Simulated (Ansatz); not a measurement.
GaAs (wurtzite, P6_3mc), LDA (plane waves, PAW; program Ansatz). The conduction-band minimum lies at Γ, with 1 equivalent valley. Second derivatives d²E/dk² of the lowest band at one valley (eV·Å²), along Cartesian directions:

| direction | d²E/dk² |
|---|---|
| [100] | 234.4 |
| [010] | 234.4 |
| [001] | 234.0 |
| [110] | 234.4 |
| [101] | 234.3 |
| [011] | 234.3 |

Question: Find the principal effective masses, the density-of-states mass and the conductivity mass.

Answer: Off-diagonal terms follow from H_xy = H[110] − (H_xx + H_yy)/2, and m*/mₑ = 7.620 eV·Å² over each eigenvalue: 0.033, 0.033, 0.033. One valley's DOS mass (m₁m₂m₃)^(1/3) = 0.033, conductivity mass 3/(Σ 1/mᵢ) = 0.033 mₑ.

Question: What effective density of states Nc follows at 300 K for parabolic valleys?

Answer: Nc = 2.509e19 × 1 × (0.033)^(3/2) ≈ 1.5e17 cm⁻³.

The first step of the workflow began from a Materials Project structure, measured or hypothetical; the Crystallography Open Database copy checked does not list it. It is not the phase usual at ambient conditions (space group No. 216). The LDA relaxation kept the symmetry of its start; phonons on a q-mesh show no instability. Scalar-relativistic: spin–orbit coupling is off unless named, which matters more the heavier the elements.

Potentials: the earlier of the program's two PAW sets.

Edges and masses are those of Kohn–Sham bands, whose gap is no quasiparticle gap.
